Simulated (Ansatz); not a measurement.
Input and command of a calculation in Ansatz (plane waves; scalar-relativistic PAW potentials unless the input names others):

```yaml
crystal:
  lattice:
    - [-2.0719310043, 2.0719310043, 1.8670545203]
    - [2.0719310043, -2.0719310043, 1.8670545203]
    - [2.0719310043, 2.0719310043, -1.8670545203]
  atoms:
    - { symbol: Cu, position: [0.0, 0.0, 0.0] }
    - { symbol: F, position: [0.5, 0.5, 0.0] }
basis:
  ecutwfc: "33.1 Ry"
kpoints:
  mp_grid: { grid: [10, 10, 10] }
hamiltonian:
  xc: pbe
scf:
  occupations: { method: gaussian, width: 0.02 }
  lower_state_search: "off"
  n_extra_bands: 8
output:
  forces: true
  eigenvalues: true
  stress: true
relax:
  adjacent_minimum: "off"
  f_tol: 0.01
  max_steps: 80
  cell: { stress_tol: 0.05 }
```

```bash
ansatz run input.yaml --threads 1 --pin off --max-ram 2560MiB --backend cpu --events-out ev --progress --plain --runs-dir out
```

Abridged log:
```
Basis set: ecut = 450.34844237 eV, 671 PW (Γ), exchange–correlation on 50×50×50 points (8 copies of the dense FFT grid, shifted against one another)
Bands: 21, of which v1, the nominal top of the filled ones, is band 13 counted from 1 (12 counted from 0)
Symmetry: 16 space group operations
k-points: 102 of 1000
SCF iter   1: F=—  HF=-7432.487309 eV  |F-HF|=—  |Δ(HF+E_count)|=         —  Δρ=3.31e-3  dr2=1.78e-3  ethr=1.77e-3  ⟨swp⟩=5.1  Hψ=9202  notcnv=0
SCF iter   2: F=—  HF=-7432.487618 eV  |F-HF|=—  |Δ(HF+E_count)|=   3.09e-4  Δρ=1.97e-3  dr2=6.36e-4  ethr=6.85e-6  ⟨swp⟩=2.0  Hψ=4416  notcnv=0  defer=274
SCF iter   3: F=—  HF=-7432.487626 eV  |F-HF|=—  |Δ(HF+E_count)|=   7.86e-6  Δρ=1.15e-3  dr2=2.91e-4  ethr=2.45e-6  ⟨swp⟩=2.0  Hψ=3295  notcnv=0  defer=274
SCF iter   4: F=—  HF=-7432.487640 eV  |F-HF|=—  |Δ(HF+E_count)|=   1.40e-5  Δρ=8.71e-4  dr2=1.12e-4  ethr=1.12e-6  ⟨swp⟩=2.0  Hψ=2411  notcnv=0  defer=274
SCF iter   5: F=—  HF=-7432.487633 eV  |F-HF|=—  |Δ(HF+E_count)|=   6.59e-6  Δρ=3.04e-4  dr2=1.28e-5  ethr=4.33e-7  ⟨swp⟩=1.3  Hψ=2128  notcnv=0  defer=274
SCF iter   6: F=—  HF=-7432.487641 eV  |F-HF|=—  |Δ(HF+E_count)|=   7.96e-6  Δρ=6.34e-5  dr2=5.68e-7  ethr=4.91e-8  ⟨swp⟩=2.4  Hψ=2690  notcnv=0  defer=274
SCF iter   7: F=-7432.487642 eV  HF=-7432.487642 eV  |F-HF|=3.15e-9  |Δ(HF+E_count)|=   2.88e-7  Δρ=6.66e-6  dr2=7.31e-9  ethr=3.85e-10  ⟨swp⟩=6.6  Hψ=9264  notcnv=0
SCF 1 converged in 7 iterations: F = -7432.487642 eV  dr2 = 7.31e-9
relax step   1: F+E_penalty+E_count = -7432.48764159 eV  Δ(F+E_penalty+E_count) = +0.000e0 eV  max|allowed force component| = 4.054e-32 eV/Å  Δτ_max = 0.0000 Å  P = +0.169 GPa  Ω = 32.060 Å³  (7 SCF iters, dr2 threshold 1.00e-7 eV, accepted)
Crystal: 2 atoms, lattice volume = 32.275 Å³
Initial density: handed on by an earlier stage of this run
Initial wavefunctions: those handed on with the density
SCF iter   1: F=—  HF=-7432.487777 eV  |F-HF|=—  |Δ(HF+E_count)|=         —  Δρ=1.08e-3  dr2=3.56e-4  ethr=1.20e-6  ⟨swp⟩=2.1  Hψ=12189  notcnv=0
   ...
SCF iter   5: F=-7432.487515 eV  HF=-7432.487515 eV  |F-HF|=4.78e-9  |Δ(HF+E_count)|=   2.68e-8  Δρ=8.28e-6  dr2=5.61e-9  ethr=7.69e-10  ⟨swp⟩=5.0  Hψ=9286  notcnv=0
SCF 4 converged in 5 iterations: F = -7432.487515 eV  dr2 = 5.61e-9
relax step   4: F+E_penalty+E_count = -7432.48751545 eV  Δ(F+E_penalty+E_count) = -9.947e-5 eV  max|allowed force component| = 5.325e-30 eV/Å  Δτ_max = 0.0000 Å  P = -0.020 GPa  Ω = 32.778 Å³  energy of the carried Pulay correction = -6.475e-4 eV  (5 SCF iters, dr2 threshold 2.00e-7 eV, accepted)
Initial wavefunctions: pseudopotential atomic-orbital guess (no wavefunctions were taken with the density)
SCF iter   1: F=—  HF=-7432.488159 eV  |F-HF|=—  |Δ(HF+E_count)|=         —  Δρ=1.55e-4  dr2=6.71e-7  ethr=3.80e-8  ⟨swp⟩=3.0  Hψ=15714  notcnv=0
SCF iter   2: F=—  HF=-7432.488253 eV  |F-HF|=—  |Δ(HF+E_count)|=   9.43e-5  Δρ=9.25e-5  dr2=8.88e-7  ethr=2.58e-9  ⟨swp⟩=2.0  Hψ=3060  notcnv=0
SCF iter   3: F=—  HF=-7432.488280 eV  |F-HF|=—  |Δ(HF+E_count)|=   2.66e-5  Δρ=1.02e-4  dr2=1.92e-6  ethr=2.58e-9  ⟨swp⟩=2.2  Hψ=3355  notcnv=0  recentre
SCF iter   4: F=—  HF=-7432.488283 eV  |F-HF|=—  |Δ(HF+E_count)|=   3.26e-6  Δρ=1.59e-5  dr2=2.80e-8  ethr=2.58e-9  ⟨swp⟩=3.0  Hψ=3435  notcnv=0
SCF iter   5: F=—  HF=-7432.488283 eV  |F-HF|=—  |Δ(HF+E_count)|=   4.66e-7  Δρ=5.29e-6  dr2=1.19e-9  ethr=1.08e-10  ⟨swp⟩=2.5  Hψ=3020  notcnv=0
SCF iter   6: F=—  HF=-7432.488283 eV  |F-HF|=—  |Δ(HF+E_count)|=   1.42e-7  Δρ=4.53e-7  dr2=3.43e-11  ethr=4.56e-12  ⟨swp⟩=2.1  Hψ=3030  notcnv=0
SCF iter   7: F=-7432.488283 eV  HF=-7432.488283 eV  |F-HF|=1.64e-11  |Δ(HF+E_count)|=  7.28e-12  Δρ=6.86e-8  dr2=3.45e-13  ethr=1.00e-12  ⟨swp⟩=5.0  Hψ=7356  notcnv=0
SCF 5 converged in 7 iterations: F = -7432.488283 eV  dr2 = 3.45e-13
SCF converged after 7 iterations
Free energy (F): -7432.488283 eV
Harris-Foulkes:  -7432.488283 eV  (|F-HF|=1.64e-11)
Internal energy: -7432.488283 eV  (E = F + TS)
E sigma→0 (E₀):  -7432.488283 eV
Fermi energy:    5.506272 eV
--- Forces (eV/Å), atoms counted from 1 ---
  atom   1  Cu     0.00000000     0.00000000     0.00000000
  atom   2  F      0.00000000     0.00000000     0.00000000
--- Stress (GPa, compression-positive) ---
        0.049608       0.000000       0.000000
        0.000000       0.049608       0.000000
        0.000000       0.000000      -0.028881
  P = ⅓ Tr σ = 0.0234 GPa (0.234 kbar)
--- Relaxed structure (4 steps of the walk, 4 accepted, 1 SCFs on fresh bases) ---
  F+E_penalty+E_count = -7432.48828341 eV   max|allowed force component| = 4.635e-30 eV/Å   (the final SCF, on the basis selected at the relaxed cell)
  cell:  # Å, volume = 32.7778 Å³
    - [-2.09689509, 2.09689509, 1.86366081]
    - [2.09689509, -2.09689509, 1.86366081]
    - [2.09689509, 2.09689509, -1.86366081]
  atoms:
    - { symbol: Cu, position: [0.0, 0.0, 0.0] }
    - { symbol: F, position: [0.5, 0.5, 0.0] }
```

Apart from outputs, the input differs from a reference run on usual settings in scf.lower_state_search: not typed → "off"; basis.ecutwfc: 420 → "33.1 Ry"; scf.n_extra_bands: not typed → 8. The reference, at the same start, ended its own course with a relaxed volume of 16.42 Å³/atom, pressure 0.02 GPa, largest force 0.000 eV/Å, gap on the mesh 0.67 eV. This run converged in 30 SCF iterations over all its steps (reference: 50) with an energy at zero smearing 2.77 meV/atom below the reference's, a relaxed volume of 16.39 Å³/atom, pressure 0.02 GPa, largest force 0.000 eV/Å, gap on the mesh 0.67 eV.

Time: 16 s on 1 thread of Arm Neoverse V2, on a shared host, peak memory 0.35 GiB.